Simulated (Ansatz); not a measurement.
According to PBE in the plane-wave PAW code Ansatz, InRu in the hexagonal phase (P6/mmm; Ru on 3f, In on 2d, In on 1a) relaxes to a = 5.515 Å, c = 4.592 Å. Against the elements it lies at 0.19 eV/atom, with no fitted shifts.

Electronic character: metallic (no gap). Gap from PBE with spin–orbit coupling: none (metallic).

The bulk modulus is 127 GPa.

The start of the workflow was typed in or built on a structure type; neither database checked (COD, Materials Project) lists it. Whether it is the stable phase at ambient conditions was not checked. The PBE relaxation kept the symmetry of its start; whether a distortion lowers the energy is not shown. The run is not spin-polarised. Its formation energy is positive at this level, so the cell may be metastable or incomplete. Axis ratios of metals converge slowly with the k-mesh, so a and c are less sure than the volume. The references are the lowest solids computed at this level, not always the standard phases. Spin–orbit coupling is left out wherever it is not named.

Potentials: the earlier of the program's two PAW sets.
